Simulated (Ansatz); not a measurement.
# LaYbS3, a strained cell with displaced atoms

```
Yb S La
1.0
     4.26984   -0.02067   -0.04308
     2.16819   -6.29103   -0.18384
     0.10447   -0.24447   -9.24943
Yb S La
2 6 2
Direct
  0.99675 0.02867 0.99910
  0.03930 0.99476 0.48188
  0.39459 0.28219 0.92924
  0.66373 0.72963 0.45376
  0.61870 0.70894 0.06972
  0.25256 0.29028 0.58015
  0.08886 0.79817 0.73973
  0.96803 0.18816 0.23920
  0.81090 0.44759 0.76311
  0.22090 0.48627 0.25934
```

Level: PBE, collinear spin; 420 eV; 5×3×2 Γ-centred mesh; fermi-dirac occupations (width 0.1 eV); Ansatz 0.2.0, fixed geometry.

Magnetic state (reached from a saved solution, and it need not be the lowest): Yb1 up, Yb2 up.

(1) Where is the largest force?

(2) What do density and ELF say about some of the short contacts?

(3) What does the stress say?

(4) How large are the moments?

(5) Metal or insulator?

Origin: a strained cell with displaced atoms, so it need not be a known compound. Caveats: semilocal functionals often miss the gap of such magnets; the k mesh is coarse if the cell is a metal; atoms or cell far from equilibrium; f shells without a U or exact exchange are poorly placed.

## Answers

(1) The largest is on La9: 3.69 eV/Å, components (-1.48, -3.38, -0.06). It makes 129° with the line to a nearest neighbour, S6 at 2.51 Å.

(2) Yb–S at 2.50 Å: least valence density 0.46 e/Å³ and ELF 0.27 there. S–La at 2.51 Å: least valence density 0.58 e/Å³ and ELF 0.43 there. Both are smooth PAW fields, read partly inside the augmentation spheres.

(3) The pressure is 2.7 GPa (compression positive), so with the atoms held at these fractions the cell would first expand; the forces are large, so a full relaxation may end otherwise. The principal stresses -2.3, 3.8, 6.6 GPa differ, so its shape would change too.

(4) Yb1 +0.35, Yb2 +0.41 μB of spin moment in small spheres round the atoms, which read low; net size 0.97 μB a cell.

(5) It is a metal, with about 12 states/eV a cell as the mean within 0.25 eV of the Fermi level, mostly Yb f (55 %) and S p (39 %).
